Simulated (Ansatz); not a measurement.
Given:

MoPt:
```xyz
4
Lattice="4.4744 0.0000 0.0000 0.0000 2.7297 0.0000 0.0000 0.0000 4.9533" Properties=species:S:1:pos:R:3 pbc="T T T"
Mo     1.1186     0.0000     0.8038
Mo     3.3558     0.0000     4.1496
Pt     1.1186     1.3649     3.2859
Pt     3.3558     1.3649     1.6675
```

This is the r²SCAN-relaxed structure.

### Question
All from r²SCAN (plane waves, PAW; program Ansatz), unless another level is named. Estimate the formation energy from the elements (no fitted shifts).

### Answer
-353 meV/atom.

### Question
And the density of states at the Fermi level?

### Answer
0.72 states/eV per atom (mean over ±0.08 eV).

Space group Pmma. The first step of the workflow began from a Materials Project structure, measured or hypothetical; the Crystallography Open Database copy checked does not list it. With Mo and Pt taken as one species the cell has the higher symmetry P6_3/mmc, so it may be an ordered model of a mixed-site phase. Its standing as an ambient phase is unchecked. Symmetry was held in the r²SCAN relaxation; whether a distortion lowers the energy is not shown. No spin polarisation was allowed. The references are the lowest solids computed at this level, not always the standard phases. Scalar-relativistic: spin–orbit coupling is off unless named, which matters more the heavier the elements.

Potentials: the later of the program's two PAW sets.
